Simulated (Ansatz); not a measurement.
SiO$_{2}$ in space group Pn-3m (No. 224; Si on 2a, O on 4b), a = 3.7743 Å, b = 3.7743 Å, c = 3.7743 Å, α = 90.00°, β = 90.00°, γ = 90.00°.

Relaxed with r²SCAN. Plane-wave PAW r²SCAN (Ansatz code) gives a gap of 5.75 eV.

Question: What gap does HSE06 give on the same cell (Ansatz, PAW)?

Answer: 6.86 eV, 1.11 eV more. The hybrid was solved on a coarser mesh and at special points; its gap is the smallest among all of these.

| k | v1 r²SCAN | c1 r²SCAN | v1 HSE06 | c1 HSE06 |
|---|---|---|---|---|
| Γ | -0.58 | 5.75 | -0.60 | 6.86 |
| R | 0.00 | 7.86 | ? | ? |
| M | -0.41 | 10.64 | ? | ? |
| X | -1.06 | 8.43 | ? | ? |

Question: Top valence (v1) and lowest conduction level (c1) in eV from each method's valence maximum (which need not be a listed point): supply the withheld HSE06 values.

Answer: 
- R, v1 HSE06: 0.00
- R, c1 HSE06: 8.99
- X, v1 HSE06: -1.13
- X, c1 HSE06: 9.57
- M, v1 HSE06: -0.44
- M, c1 HSE06: 11.86

Cost on shared cores: the r²SCAN run (SCF on a 7×7×7 mesh, then bands and DOS) very roughly 24 core-seconds, the HSE06 run (SCF on 4×4×4, then a few points) about 40 core-seconds (a rough figure); the tasks are unlike.

The first step of the workflow began from a Materials Project structure, measured or hypothetical; the Crystallography Open Database copy checked does not list it. It is not the phase usual at ambient conditions (space group No. 92, 152, 154). Symmetry was held in the r²SCAN relaxation; phonons on a q-mesh show no instability.

Potentials: the earlier of the program's two PAW sets.
